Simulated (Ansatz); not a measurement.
MoN₂:
```
CELL_PARAMETERS angstrom
      1.48375     0.85664     4.74596
     -1.48375     0.85664     4.74596
      0.00000    -1.71328     4.74596
ATOMIC_POSITIONS crystal
  Mo 0.99975 0.99975 0.99975
  N  0.41038 0.41038 0.41038
  N  0.25589 0.25589 0.25589
```
The run is spin-polarised; directions of the spins, atom by atom: 0 ↑ ↑.

Relaxed with r²SCAN+D4. Special points in fractions of this cell's reciprocal vectors: Γ (0.000, 0.000, 0.000); T (0.500, 0.500, 0.500); H2 (0.812, 0.188, 0.500); H0 (0.500, -0.188, 0.188); L (0.500, 0.000, 0.000); S0 (0.344, -0.344, 0.000); S2 (0.656, 0.000, 0.344); F (0.500, 0.000, 0.500).

Task: List the band energies nearest the Fermi level at these points for plane-wave PAW r²SCAN+D4 (Ansatz code).

Result: In eV from the Fermi level; about four levels below and three above (degenerate sets whole), none deeper than 8.9 eV; points with the same levels are listed once.

```csv
k,below,above
Γ ↑,-5.19 -5.19 -3.08 -3.08,0.12 1.66 3.73 3.73
T ↑,-5.22 -5.22 -3.02 -3.02 -1.98,2.12 3.80 3.80
H2 ↑,-3.81 -2.29 -1.21 -0.73,0.93 5.05 5.14
L ↑,-4.08 -2.24 -0.74 -0.06,2.69 3.09 5.53
S0 ↑,-3.92 -2.11 -1.34 -0.69,0.85 5.07 5.19
F ↑,-4.23 -2.44 -1.30 -0.08,2.71 3.01 5.26
Γ ↓,-4.85 -4.85 -2.65 -2.65,2.77 2.86 4.04 4.04
T ↓,-4.88 -4.88 -4.74 -2.59 -2.59,0.06 3.73 4.12 4.12
H2 ↓,-3.38 -2.79 -1.50 -0.36,0.65 1.40 5.70
L ↓,-4.38 -3.85 -3.42 -1.71,0.93 1.50 3.14
S0 ↓,-3.51 -2.80 -1.39 -0.34,0.59 1.32 5.72
F ↓,-4.24 -3.94 -3.09 -1.90,0.77 1.05 3.17
```

Space group R3m. The start of the workflow was typed in or built on a structure type; neither database checked (COD, Materials Project) lists it. Its standing as an ambient phase is unchecked. The r²SCAN+D4 relaxation kept the symmetry of its start; whether a distortion lowers the energy is not shown. Magnetic state: ferromagnetic, chosen from 2 collinear starts compared on coarse meshes (ties went to the first, and starts can fall back to one state), not a proven ground state. Its formation energy is positive at this level, so the cell may be metastable or incomplete. Other orbital occupations within this spin state were not tried. No Hubbard U is applied. Spin–orbit coupling is left out wherever it is not named.

Potentials: the later of the program's two PAW sets.
